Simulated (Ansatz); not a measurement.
Relaxed-ion elastic tensor of TiS₂ (CdI2 type, P-3m1) in GPa (Voigt order), DFT-PBEsol in the program Ansatz with PAW potentials; density 3.39 g/cm³, 18.27 Å³ per atom.

```
 140  26.7   7.5   3.0   0.0   0.0
26.7   140   7.5  -3.0   0.0   0.0
 7.5   7.5  30.9   0.0   0.0   0.0
 3.0  -3.0   0.0  13.9   0.0   0.0
 0.0   0.0   0.0   0.0  13.9   3.0
 0.0   0.0   0.0   0.0   3.0  56.8
```

Question: Is the crystal mechanically stable?

Answer: Yes: the smallest eigenvalue of C is 13.7 GPa.

Question: Work out the Voigt, Reuss and Hill averages.

Answer: K_V = 43.9, K_R = 25.4, K_H = 34.6; G_V = 34.9, G_R = 21.4, G_H = 28.2 GPa.

Question: Give Young's modulus, Poisson's ratio, Pugh's ratio and the universal anisotropy index.

Answer: E = 9KG/(3K + G) = 66.4 GPa; ν = 0.18; K/G = 1.23 (brittle by the Pugh limit of 1.75); A_U = 5G_V/G_R + K_V/K_R − 6 = 3.88.

Question: Estimate the sound speeds and the Debye temperature.

Answer: v_l = √((K + 4G/3)/ρ) = 4610 m/s, v_t = √(G/ρ) = 2880 m/s, mean 3170 m/s; Θ = (h/k)(3n/4πV)^(1/3) v_m = 359 K.

Question: How much does each axis shrink under pressure?

Answer: Linear compressibilities β_i = Σ_j S_ij (j = 1 to 3): x 4.6, y 4.6, z 30 per TPa.

The PBEsol relaxation kept the symmetry of its start. The workflow began spin-polarised and lost its moments. A crystal of weakly bound layers computed without a dispersion correction: the cell and the soft elastic constants depend strongly on that. As this level gives no gap, shear constants depend on the k-mesh and smearing (Fermi–Dirac, 0.1 eV here).

Potentials: the earlier of the program's two PAW sets. The files were generated under PBE; for other functionals the program regenerates the frozen cores, and for LDA and PBEsol the local potential too.
